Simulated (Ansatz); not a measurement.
One crystal and one scan (generalised stacking-fault energy along a line) at two levels, r2SCAN (plane waves to 500 eV, PAW, scalar-relativistic; Ansatz, a first-principles code) and PBE (plane waves to 420 eV, PAW, scalar-relativistic; Ansatz), each from its own relaxed cell and on its own mesh. The cell shown is that of r2SCAN.

Generalised stacking fault of BaF₂ (fluorite) on the {100} plane. The cell below holds the perfect crystal with the plane normal along z; tilting its third vector by the shift puts one fault into each cell, between planes 1.55 Å apart, at fixed cell height.

```
CELL_PARAMETERS angstrom
      4.38034     0.00000     0.00000
      0.00000     4.38034     0.00000
      2.19017     2.19017     9.29211
ATOMIC_POSITIONS crystal
  Ba 0.00000 0.00000 0.91667
  Ba 0.33333 0.33333 0.25000
  Ba 0.66667 0.66667 0.58333
  F  0.91667 0.41667 0.08333
  F  0.25000 0.75000 0.41667
  F  0.58333 0.08333 0.75000
  F  0.41667 0.91667 0.08333
  F  0.75000 0.25000 0.41667
  F  0.08333 0.58333 0.75000
```

In-plane vectors a = (4.380, 0.000) Å, b = (0.000, 4.380) Å, area 19.19 Å². The shift is s times the vector a (length 4.380 Å), so s = 1 restores the start. Atoms relax along the normal only. γ = [E(shift) − E(0)] / area.

Energies are extrapolated to zero smearing. BaF2 was relaxed with its symmetry unable to fall. Faults lie only 9.3 Å apart, and holding the cell height raises γ above its relaxed value. Faults lie only 9.4 Å apart, and holding the cell height raises γ above its relaxed value. Some relaxations began with atoms very close together and may have settled on another branch. Percentages come from the unrounded values. Both scans cover s from 0.000 to 0.917.

Results of r2SCAN:

- Lattice constant a (Å): 6.195
- Highest computed γ on the line (mJ/m²): 1011
- Steepest slope dγ/d(shift) before the first maximum (spline) (GPa): 6.7
- Position of the highest point: s = 0.500
- Local minima between the ends: no computed point is one

### Question
Estimate the PBE values.

### Answer
```tsv
quantity	PBE	r2SCAN − PBE
Lattice constant a (Å)	6.246	-0.051 (-0.8 %)
Highest computed γ on the line (mJ/m²)	888	+123 (+14 %)
Steepest slope dγ/d(shift) before the first maximum (spline) (GPa)	5.8	+0.9 (+16 %)
```

r2SCAN gives the higher value for: highest computed γ on the line; steepest slope dγ/d(shift) before the first maximum. r2SCAN gives the lower value for: lattice constant a. Both give the same position of the highest point: s = 0.500. Neither level is exact: the differences show how much the result hangs on the functional.

(The slope of γ gives the shear force per area between the displaced halves; near zero shift its curvature is an elastic stiffness.)
